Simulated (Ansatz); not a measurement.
BeSe:
```xyz
2
Lattice="0.0000 2.5734 2.5734 2.5734 0.0000 2.5734 2.5734 2.5734 0.0000" Properties=species:S:1:pos:R:3 pbc="T T T"
Be     1.2867     1.2867     1.2867
Se     2.5734     2.5734     2.5734
```

Relaxed with HSE06.

Question: Give the Bader charges and basin volumes of the independent atoms, HSE06 in the plane-wave PAW code Ansatz.

Answer: 

| atom | Bader charge (e) | Bader volume (Å³) |
|---|---|---|
| Be1 | +1.61 | 2.4 |
| Se2 | -1.61 | 31.7 |

Space group F-43m (zinc blende). The HSE06 relaxation kept the symmetry of its start. The volume moved by 26 % from the start of the relaxation.

Potentials: the later of the program's two PAW sets.
